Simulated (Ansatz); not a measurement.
PtS$_{2}$ (CdI2 type)

```yaml
crystal:
  lattice:
    - [3.58366, 0.00000, 0.00000]
    - [-1.79183, 3.10354, 0.00000]
    - [0.00000, 0.00000, 4.65604]
  atoms:
    - { symbol: Pt, position: [0.00000, 0.00000, 0.00000] }
    - { symbol: S, position: [0.66667, 0.33333, 0.25904] }
    - { symbol: S, position: [0.33333, 0.66667, 0.74096] }
```

Two-dimensional scan of atom 2 (S, nearest neighbour Pt at 2.395 Å; its periodic images, 3.6 Å or more away, move with it): u runs along (1.000, 0.000, 0.000), v along (0.000, 0.000, 1.000) (Cartesian). Cell and other atoms are fixed.

Calculation: PBE-D3(BJ) (plane waves to 420 eV, PAW, scalar-relativistic; Ansatz, an electronic-structure program). k mesh 12×12×8 (Γ-centred), Fermi-Dirac smearing 0.05 eV. Compression counts positive. Points where atoms come too close for the PAW data are left out (x in tables, blank in figures). With partly filled bands, energies and forces of such displacements shift with the k mesh and the smearing. At this level the bands of PtS2 touch or barely overlap; measurements give the solid a gap. PtS2 is run without spin polarisation. PtS2 was relaxed with its symmetry unable to fall. Spin-orbit coupling is left out, though Pt is heavy. The PAW data are Ansatz's earlier set. 

```tsv
P (GPa)	u = -0.600	u = -0.400	u = -0.200	u = 0.000	u = 0.200	u = 0.400	u = 0.600
v = -0.600	x	49.2	35.0	30.3	35.0	49.2	x
v = -0.400	x	…	22.3	18.8	22.3	…	x
v = -0.200	31.9	18.8	11.0	8.4	11.0	18.8	31.9
v = 0.000	…	7.3	1.8	0.0	1.8	7.3	…
v = 0.200	…	-0.8	-4.6	-5.9	-4.6	-0.8	…
v = 0.400	-1.3	…	-8.2	-9.2	-8.2	…	-1.3
v = 0.600	-3.7	-6.7	-8.8	-9.6	-8.8	-6.7	-3.7
```

### Question
Fill in the missing entries.

### Answer

- v = -0.400, u = -0.400: 33.1
- v = -0.400, u = 0.400: 33.1
- v = 0.000, u = -0.600: 16.2
- v = 0.000, u = 0.600: 16.2
- v = 0.200, u = -0.600: 5.2
- v = 0.200, u = 0.600: 5.2
- v = 0.400, u = -0.400: -5.4
- v = 0.400, u = 0.400: -5.4

(A displaced cell: forces are minus the slopes of the energy, force constants its curvatures, and phonons follow from these.)
